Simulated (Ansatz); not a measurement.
Consider the following.

W3N:
```
W3N
1.0
    4.80252     0.00000     0.00000
    0.00000     4.80252     0.00000
    0.00000     0.00000     4.80252
W N
6 2
Direct
  0.25000   0.00000   0.50000
  0.75000   0.00000   0.50000
  0.00000   0.50000   0.25000
  0.00000   0.50000   0.75000
  0.50000   0.25000   0.00000
  0.50000   0.75000   0.00000
  0.00000   0.00000   0.00000
  0.50000   0.50000   0.50000
```

This is the r²SCAN-relaxed structure.

Q: All from the program Ansatz at the r²SCAN level (PAW), unless another level is named. Give the electronic character.

A: metallic (no gap).

Q: What about the density of states at the Fermi level?

A: 0.73 states/eV per atom (mean over ±0.08 eV).

Q: Predict the formation energy from the elements (no fitted shifts).

A: 132 kJ/mol of atoms.

Q: What about the gap with spin–orbit coupling?

A: none (metallic).

Space group Pm-3n (A15 (Cr3Si type)). The start of the workflow was typed in or built on a structure type; neither database checked (COD, Materials Project) lists it. Whether it is the stable phase at ambient conditions was not checked. The r²SCAN relaxation kept the symmetry of its start. At this level the phase is mechanically unstable. The workflow began spin-polarised and lost its moments. Its formation energy is positive at this level, so the cell may be metastable or incomplete. The references are the lowest solids computed at this level, not always the standard phases (solids in place of the gases). Spin–orbit coupling is left out wherever it is not named.

Potentials: the earlier of the program's two PAW sets.
